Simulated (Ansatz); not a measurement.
BaFeO₃:
```yaml
crystal:
  lattice:
    - [3.93928, 0.00000, 0.00000]
    - [0.00000, 3.93928, 0.00000]
    - [0.00000, 0.00000, 3.93928]
  atoms:
    - { symbol: Fe, position: [0.50000, 0.50000, 0.50000] }
    - { symbol: O, position: [0.50000, 0.50000, 0.00000] }
    - { symbol: O, position: [0.00000, 0.50000, 0.50000] }
    - { symbol: O, position: [0.50000, 0.00000, 0.50000] }
    - { symbol: Ba, position: [0.00000, 0.00000, 0.00000] }
```
The run is spin-polarised; directions of the spins, atom by atom: ↑ 0 0 0 0.

Relaxed with r²SCAN. Special points in fractions of this cell's reciprocal vectors: Γ (0.000, 0.000, 0.000); X (0.000, 0.500, 0.000); M (0.500, 0.500, 0.000); R (0.500, 0.500, 0.500).

Q: List the band energies nearest the Fermi level at these points for the program Ansatz at the r²SCAN level (PAW).

A: In eV from the Fermi level; about four levels below and three above (degenerate sets whole), none deeper than 8.9 eV; points with the same levels are listed once.

| k | below | above |
|---|---|---|
| Γ ↑ | -1.98 -1.98 -1.98 -0.85 -0.85 -0.85 | 5.44 5.44 7.49 |
| X ↑ | -1.63 -1.63 -1.17 -1.17 -0.29 | 7.47 8.25 8.93 |
| M ↑ | -1.75 -1.75 -1.62 -1.62 -0.89 | 2.03 8.48 8.67 |
| R ↑ | -1.06 -1.06 -1.06 -0.84 -0.84 -0.84 | 2.04 2.04 7.19 7.19 7.19 |
| Γ ↓ | -1.50 -1.50 -1.50 -0.51 -0.51 -0.51 | 0.17 0.17 0.17 |
| X ↓ | -2.29 -2.29 -2.28 -1.34 -1.34 | 0.22 1.03 1.62 1.62 |
| M ↓ | -3.14 -3.14 -1.16 -1.16 -0.36 | 1.55 1.55 1.76 1.77 |
| R ↓ | -2.73 -2.73 -2.73 -0.31 -0.31 -0.31 | 2.07 2.07 2.07 |

Space group Pm-3m (cubic perovskite). The workflow started from an entry of the Crystallography Open Database (COD), which files this formula under 2 space groups. Whether it is the stable phase at ambient conditions was not checked. Symmetry was held in the r²SCAN relaxation; its stability against distortions is not shown here. Magnetic state: ferromagnetic, chosen from 4 collinear starts compared on coarse meshes (ties went to the first, and starts can fall back to one state), not a proven ground state. Other orbital occupations within this spin state were not tried. No Hubbard U is applied. The compound may be a true metal, but semilocal functionals without U, or a wrong spin order, can also close a gap. Spin–orbit coupling is left out wherever it is not named.

Potentials: the later of the program's two PAW sets.
